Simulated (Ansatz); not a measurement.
# MgH₈Cl₂O₄: field gradients at two levels of theory

Cell: a measured structure from the Crystallography Open Database (COD), ions relaxed with PBE at fixed cell.

```cif
data_MgH8Cl2O4
_symmetry_space_group_name_H-M 'Pbcn'
_symmetry_Int_Tables_number 60
_cell_length_a 7.2557
_cell_length_b 8.4285
_cell_length_c 11.0412
_cell_angle_alpha 90.000
_cell_angle_beta 90.000
_cell_angle_gamma 90.000
loop_
_atom_site_label
_atom_site_type_symbol
_atom_site_symmetry_multiplicity
_atom_site_Wyckoff_symbol
_atom_site_fract_x
_atom_site_fract_y
_atom_site_fract_z
Mg Mg 4 c 0.5000 0.8774 0.2500
H5 H 8 d 0.7089 0.9676 0.0556
H13 H 8 d 0.6981 0.7839 0.0543
H21 H 8 d 0.5713 0.5608 0.3032
H29 H 8 d 0.5739 0.1943 0.3014
Cl Cl 8 d 0.2276 0.8785 0.0996
O45 O 4 c 0.5000 0.6319 0.2500
O49 O 8 d 0.6864 0.8758 0.1087
O57 O 4 c 0.5000 0.1231 0.2500
```

One atom of each set is listed.

First run. Level of theory: DFT, PBE, plane waves and PAW, scalar-relativistic, 420 eV cutoff, Γ-centred 3×3×2 k-points, Fermi–Dirac smearing 0.02 eV (Ansatz 0.2.0).

| site | V_zz (10²¹ V/m²) | η |
| --- | --- | --- |
| Mg | 2.07 | 0.31 |
| H5 | 3.60 | 0.13 |
| H13 | 3.59 | 0.13 |
| H21 | 3.52 | 0.14 |
| H29 | 3.54 | 0.14 |
| Cl | 1.94 | 1.00 |
| O45 | -15.14 | 0.64 |
| O49 | -14.75 | 0.67 |
| O57 | -15.27 | 0.63 |

Second run. The same atoms and settings, except that the gradients are read without the response of the frozen cores to their surroundings (frozen_core: stored), which the first run includes.

Task: What does the second run give?

Result: 

```csv
site,V_zz,η,change of V_zz
Mg,2.10,0.31,+0.03
H5,3.60,0.13,0.00
H13,3.59,0.13,0.00
H21,3.52,0.14,0.00
H29,3.54,0.14,0.00
Cl,1.91,1.00,-0.03
O45,-15.55,0.64,-0.41
O49,-15.14,0.67,-0.39
O57,-15.68,0.63,-0.41
```

The largest change of V_zz is on O57, from -15.27 to -15.68. In per cent, |V_zz| changes by +1 on Mg, 0 on H, -2 on Cl, +3 on O (all sites that start above 0.5).

The lattice is static: at room temperature water may turn and average the couplings of its hydrogen. The entry's hydrogen positions were far off; the other atoms hardly move on relaxation.
